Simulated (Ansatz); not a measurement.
Input:

HfSiO4:
```xyz
12
Lattice="-3.2912 3.2912 2.9860 3.2912 -3.2912 2.9860 3.2912 3.2912 -2.9860" Properties=species:S:1:pos:R:3 pbc="T T T"
Hf     0.0000     0.0000     0.0000
Hf     0.0000     3.2912     1.4930
Si     3.2912     0.0000     1.4930
Si     0.0000     0.0000     2.9860
O      3.2912     2.0759    -1.0757
O      4.5065     0.0000     0.4173
O      0.0000     1.2153     1.9103
O      2.0759     0.0000     0.4173
O      3.2912     1.2153     2.5687
O      1.2153     0.0000     4.0618
O      3.2912    -1.2153     2.5687
O      2.0759     3.2912     1.0757
```

This is the r²SCAN-relaxed structure. x, y and z are the axes in which the lattice vectors are written.

Q: All from DFT-r²SCAN in the program Ansatz with PAW potentials, unless another level is named. Estimate the formation energy from the elements (no fitted shifts).

A: -3.42 eV/atom.

Q: And the band gap?

A: 6.00 eV (indirect).

Q: Give the hole effective mass.

A: 1.6 along x (mₑ).

Q: Give the gap with spin–orbit coupling.

A: 5.99 eV.

Q: Predict the conduction-band minimum.

A: off the standard path, at k = (0.188, 0.302, 0.250) in fractions of the reciprocal vectors.

Q: Next, the valence-band maximum?

A: at Γ.

Space group I4_1/amd. Symmetry was held in the r²SCAN relaxation. The run is not spin-polarised. The references are the lowest solids computed at this level, not always the standard phases (solids in place of the gases). Spin–orbit coupling is left out wherever it is not named.

Potentials: the earlier of the program's two PAW sets. The files were generated under PBE; for other functionals the program regenerates the frozen cores, and for LDA and PBEsol the local potential too.
